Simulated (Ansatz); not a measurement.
SiC (wurtzite, P6_3mc) at seven volumes, r²SCAN in the plane-wave PAW code Ansatz, shape and atoms relaxed at each. One row is withheld.

```
V (Å³/atom)  P (GPa)
-----------  -------
9.406          25.76
9.716          15.89
10.027          7.37
10.337          0.01
10.647         -6.35
10.957        -11.84
11.267             ?
```

### Question
Fit the shown pressures and predict the withheld one.

### Answer
P = (3/2)B₀(x^(7/2) − x^(5/2))[1 + (3/4)(B′ − 4)(x − 1)] with x = (V₀/V)^(2/3). Least squares on the six rows gives V₀ = 10.338 Å³/atom, B₀ = 228 GPa, B′ = 3.84. At V = 11.267, x = 0.9442 and P = -16.63 GPa. The run itself gave -16.58 GPa.

Symmetry was held in the r²SCAN relaxation; phonons on a q-mesh show no instability.

Potentials: the later of the program's two PAW sets.
